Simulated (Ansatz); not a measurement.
Mg₂Si (antifluorite type, space group Fm-3m)

```cif
data_Mg2Si
_chemical_formula_sum 'Si1 Mg2'
_space_group_name_H-M_alt 'P 1'
_space_group_IT_number 1
_cell_length_a 4.50033
_cell_length_b 4.50033
_cell_length_c 4.50033
_cell_angle_alpha 60.000
_cell_angle_beta 60.000
_cell_angle_gamma 60.000
loop_
_space_group_symop_operation_xyz
  'x, y, z'
loop_
_atom_site_label
_atom_site_type_symbol
_atom_site_fract_x
_atom_site_fract_y
_atom_site_fract_z
_atom_site_occupancy
Si1 Si 0.00000 0.00000 0.00000 1
Mg1 Mg 0.25000 0.25000 0.25000 1
Mg2 Mg 0.75000 0.75000 0.75000 1
```

The volume is varied about the relaxed value V₀ at fixed cell shape. Symmetry pins the atoms to their sites.

Calculation: PBE (plane waves to 420 eV, PAW, scalar-relativistic; Ansatz, a quantum-chemistry and plane-wave program). k mesh 9×9×9 (Γ-centred), Fermi-Dirac smearing 0.05 eV. Energies are smeared free energies. Stress and pressure are positive under compression. Mg2Si was relaxed with its symmetry unable to fall. The PAW data are Ansatz's earlier set. The zero of ΔE is the relaxed starting cell.

Problem. Give the computed ΔE (eV/atom) and P (GPa) at V/V₀ = 0.940, 0.952, 0.988, 1.012, 1.024, 1.048.

Solution. 
```tsv
V/V₀	ΔE (eV/atom)	P (GPa)
0.940	0.0144	3.78
0.952	0.0090	2.93
0.988	0.0005	0.66
1.012	0.0005	-0.63
1.024	0.0020	-1.23
1.048	0.0077	-2.31
```

(A scan under strain: stresses follow from slopes of the energy per volume, elastic moduli from its curvatures.)
